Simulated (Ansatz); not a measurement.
BiB:
```yaml
crystal:
  lattice:
    - [0.00000, 2.74498, 2.74498]
    - [2.74498, 0.00000, 2.74498]
    - [2.74498, 2.74498, 0.00000]
  atoms:
    - { symbol: Bi, position: [0.75000, 0.75000, 0.75000] }
    - { symbol: B, position: [0.00000, 0.00000, 0.00000] }
```

Relaxed with r²SCAN. Special points in fractions of this cell's reciprocal vectors: Γ (0.000, 0.000, 0.000); X (0.500, 0.000, 0.500); U (0.625, 0.250, 0.625); K (0.375, 0.375, 0.750); L (0.500, 0.500, 0.500); W (0.500, 0.250, 0.750).

### Question
List the band energies nearest the valence-band maximum at these points for plane-wave PAW r²SCAN (Ansatz code).

### Answer
In eV from the valence-band maximum; about four levels below and three above (degenerate sets whole), none deeper than 8.9 eV; points with the same levels are listed once.

| k | below | above |
|---|---|---|
| Γ | 0.00 0.00 0.00 | 0.39 2.93 2.93 2.93 |
| X | -8.37 -3.68 -3.68 | 1.00 1.14 9.00 |
| U | -8.07 -5.07 -3.14 | 1.47 3.95 7.52 |
| L | -8.14 -1.72 -1.72 | 0.52 4.40 4.40 |
| W | -8.06 -4.76 -4.36 | 3.64 4.21 5.34 |

Space group F-43m (zinc blende). A made-up cell: these elements were put on the sites of a structure type; neither database checked (COD, Materials Project) lists it. Whether it is the stable phase at ambient conditions was not checked. Symmetry was held in the r²SCAN relaxation; of distortions, only those at the zone centre were tested. Scalar-relativistic: spin–orbit coupling is off unless named, which matters more the heavier the elements.

Potentials: the later of the program's two PAW sets.
